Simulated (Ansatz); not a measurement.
TaRu (L1₀ or tetragonal B2, P4/mmm) at seven volumes, the program Ansatz at the r²SCAN level (PAW), shape and atoms relaxed at each. One row is withheld.

| V (Å³/atom) | P (GPa) |
|---|---|
| 14.309 | 30.76 |
| 14.780 | 18.91 |
| 15.252 | 8.73 |
| 15.724 | 0.00 |
| 16.196 | ? |
| 16.667 | -13.85 |
| 17.139 | -19.31 |

Question: Fit the shown pressures and predict the withheld one.

Answer: P = (3/2)B₀(x^(7/2) − x^(5/2))[1 + (3/4)(B′ − 4)(x − 1)] with x = (V₀/V)^(2/3). Least squares on the six rows gives V₀ = 15.725 Å³/atom, B₀ = 268 GPa, B′ = 4.14. At V = 16.196, x = 0.9805 and P = -7.44 GPa. The run itself gave -7.46 GPa.

The workflow started from an entry of the Crystallography Open Database (COD), which files this formula under 2 space groups. Whether it is the stable phase at ambient conditions was not checked. The cell was relaxed with r²SCAN under the symmetry of its start; whether a distortion lowers the energy is not shown. The run is not spin-polarised. Scalar-relativistic: spin–orbit coupling is off unless named, which matters more the heavier the elements.

Potentials: the later of the program's two PAW sets.
